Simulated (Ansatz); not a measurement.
## YSi$_{2}$Os$_{2}$: reading a single point

```
Y Os Si
1.0
     0.00000    4.10088    0.00000
     4.10088    0.00000    0.00000
     2.05044    2.05044   -4.80495
Y Os Si
1 2 2
Direct
  0.00000 0.00000 0.00000
  0.75000 0.25000 0.50000
  0.25000 0.75000 0.50000
  0.37500 0.37500 0.25000
  0.62500 0.62500 0.75000
```

Method: r2SCAN, no spin polarisation; PAW, plane waves to 500 eV, 9×9×9 Γ-centred mesh, fermi-dirac occupations (width 0.1 eV) (Ansatz 0.2.0), atoms fixed.

**Forces.** The largest is on Si5 (and as large on other atoms): 0.40 eV/Å, components (0.00, 0.00, 0.40). It makes 60° with the line to a nearest neighbour, Os2 at 2.38 Å.
**Electronic structure.** It is a metal, with about 3 states/eV a cell as the mean within 0.25 eV of the Fermi level, mostly Os d (57 %) and Y d (22 %).
**Charges.** Bader charges in e: Y +1.78, Si +0.68, Os -1.57. In the mean Y gives up most and Os takes most.
**Stress.** The pressure is 5.3 GPa (compression positive), so with the atoms held at these fractions the cell would first expand.

Origin: a database entry at a rescaled volume.
